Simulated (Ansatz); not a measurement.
**Hf (hcp)**

Level of theory: DFT, PBEsol, scalar-relativistic, no spin polarisation; plane waves to 420 eV with PAW datasets (Ansatz 0.2.0), Γ-centred 16×16×8 mesh, 0.05 eV Gaussian smearing; PAW files: Ansatz's generated set soft_2.

```
Hf
1.0
     3.16083    0.00000    0.00000
    -1.58041    2.73736    0.00000
     0.00000    0.00000    4.99563
Hf
2
Direct
  0.33333 0.66667 0.75000
  0.66667 0.33333 0.25000
```

```json
{"Space group": "P6_3/mmc (No. 194)", "Volume": "21.61 Å³/atom"}
```

Problem. Fill in the band gap (PBEsol).

Solution. zero (metallic).

Problem. Estimate the f electrons (orthogonalised atomic orbitals) at this level of theory (PBEsol).

Solution. Hf 13.99.

**The experiment.** The Crystallography Open Database holds a cell as deposited of hexagonal Hf (space group P6_3/mmc), temperature not stated (1963): a, c = 3.197, 5.058 Å, 22.38 Å³/atom.

**Comparison.** The computed cell (3.161, 4.996 Å, 21.61 Å³/atom) differs from the database's by −3.4 % in volume, about −1.2 % in length. That is a large miss for PBEsol, or the entry is off. Spin–orbit coupling, left out, also moves the volume of such heavy elements' compounds.

For elements this heavy, spin–orbit coupling would shift levels and gaps; it isn't included here.
